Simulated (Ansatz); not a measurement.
One crystal and one scan (energy against volume) at two levels, r2SCAN (plane waves to 500 eV, PAW, scalar-relativistic; Ansatz, an electronic-structure program) and PBE (plane waves to 420 eV, PAW, scalar-relativistic; Ansatz), each from its own relaxed cell and on its own mesh. The cell shown is that of r2SCAN.

Cs$_{2}$AgBiBr$_{6}$ (double-perovskite type, space group Fm-3m)

```
Cs2AgBiBr6
1.0
    0.00000     5.67150     5.67150
    5.67150     0.00000     5.67150
    5.67150     5.67150     0.00000
Cs Ag Bi Br
2 1 1 6
Direct
  0.25000   0.25000   0.25000
  0.75000   0.75000   0.75000
  0.50000   0.50000   0.50000
  0.00000   0.00000   0.00000
  0.74811   0.25189   0.25189
  0.25189   0.74811   0.74811
  0.25189   0.74811   0.25189
  0.74811   0.25189   0.74811
  0.25189   0.25189   0.74811
  0.74811   0.74811   0.25189
```

Equation-of-state scan: isotropic scaling of the cell above, V₀ being its volume. The atoms relax within the cell's symmetry.

Energies are smeared free energies. Cs2AgBiBr6 was relaxed with its symmetry unable to fall. Spin-orbit coupling is left out, though Bi is heavy. Percentages come from the unrounded values.

Results of r2SCAN:

```
Quantity                                                 Result
-------------------------------------------------------  ------
Lattice constant a (Å)                                    11.34
Bulk modulus B₀ (third-order Birch-Murnaghan fit) (GPa)    24.4
Pressure derivative B₀′ (fit)                               5.7
```

Question: Estimate the PBE values.

Answer: 
```json
[
 {"quantity": "Lattice constant a (Å)", "PBE": "11.48", "r2SCAN − PBE": "-0.14 (-1.2 %)"},
 {"quantity": "Bulk modulus B₀ (third-order Birch-Murnaghan fit) (GPa)", "PBE": "20.5", "r2SCAN − PBE": "+3.9 (+19 %)"},
 {"quantity": "Pressure derivative B₀′ (fit)", "PBE": "5.9", "r2SCAN − PBE": "-0.2 (-4 %)"}
]
```

r2SCAN gives the higher value for: bulk modulus B₀. r2SCAN gives the lower value for: lattice constant a.

(Under strain, the slope of the energy per volume gives the stress and its curvature an elastic modulus.)
